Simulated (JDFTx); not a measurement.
Reference run:

Cd(0001) slab cut from bulk Cd (space group P6_3/mmc, indices of the conventional cell, lattice of the Materials Project entry mp-94, not re-optimised): 4 atoms in 4 planes, a 1x1 cell of 7.58 Å² (|a| = 2.958, |b| = 2.958 Å), 8.8 Å between the outermost planes, cell height 24.8 Å, 8×8×1 k mesh, Fermi smearing 0.01 Ha, no spin polarisation.

The reference is PBE, GBRV ultrasoft potentials, plane waves to 20/100 Ha; code: a modified build of JDFTx. Unrelaxed; liquid: CANDLE, water, 1 M NaF. Potentials refer to SHE, placed 4.44 V below the bulk liquid's zero by convention.

| Fermi smearing width | work function (eV) | U_pzc (V) | mean C above U_pzc (μF/cm²) | k states × plane waves | cycles, vacuum run | rough core time, vacuum run |
|---|---|---|---|---|---|---|
| 0.02 Ha | [?] | [?] | 14 over 0.5 V | 10 × 5414 | 23 | 2 min |
| 0.01 Ha | 3.80 | -0.98 | 13 over 0.5 V | 10 × 5414 | 24 | 100 s |
| 0.005 Ha | 3.77 | -1.00 | 13 over 0.5 V | 10 × 5414 | 25 | 100 s |
| 0.003 Ha | 3.79 | -0.97 | – | 10 × 5414 | 25 | 100 s |

What belongs in the gaps?


- 0.02 Ha, work function (eV): 3.98
- 0.02 Ha, U_pzc (V): -0.83

Core times come from shared machines and are rough, one run each.
